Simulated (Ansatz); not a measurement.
Input:

In2Pt2O7:
```
In2Pt2O7
1.0
    0.00000     4.99633     4.99633
    4.99633     0.00000     4.99633
    4.99633     4.99633     0.00000
In Pt O
4 4 14
Cartesian
  1.24908   1.24908   1.24908
  1.24908   3.74725   3.74725
  3.74725   3.74725   1.24908
  3.74725   1.24908   3.74725
  3.74725   3.74725   6.24541
  3.74725   6.24541   3.74725
  6.24541   6.24541   6.24541
  6.24541   3.74725   3.74725
  2.49817   2.49817   2.49817
  0.00000   0.00000   0.00000
  2.82212   4.99633   4.99633
  7.49450   5.32029   7.49450
  7.17054   4.99633   4.99633
  7.49450   9.66871   7.49450
  4.99633   2.82212   4.99633
  7.49450   7.49450   5.32029
  4.99633   7.17054   4.99633
  7.49450   7.49450   9.66871
  4.99633   4.99633   2.82212
  5.32029   7.49450   7.49450
  4.99633   4.99633   7.17054
  9.66871   7.49450   7.49450
```

This is the r²SCAN-relaxed structure.

### Question
All from DFT-r²SCAN in the program Ansatz with PAW potentials, unless another level is named. Estimate the band gap.

### Answer
2.74 eV (direct).

### Question
Predict the formation energy from the elements (no fitted shifts).

### Answer
-1.27 eV/atom.

### Question
Next, the valence-band maximum?

### Answer
at Γ.

Space group Fd-3m. The first step of the workflow began from a Materials Project structure, measured or hypothetical; the Crystallography Open Database copy checked does not list it. Whether it is the stable phase at ambient conditions was not checked. The r²SCAN relaxation kept the symmetry of its start; whether a distortion lowers the energy is not shown. The run is not spin-polarised. The references are the lowest solids computed at this level, not always the standard phases (solids in place of the gases). Spin–orbit coupling is left out wherever it is not named.

Potentials: the later of the program's two PAW sets.
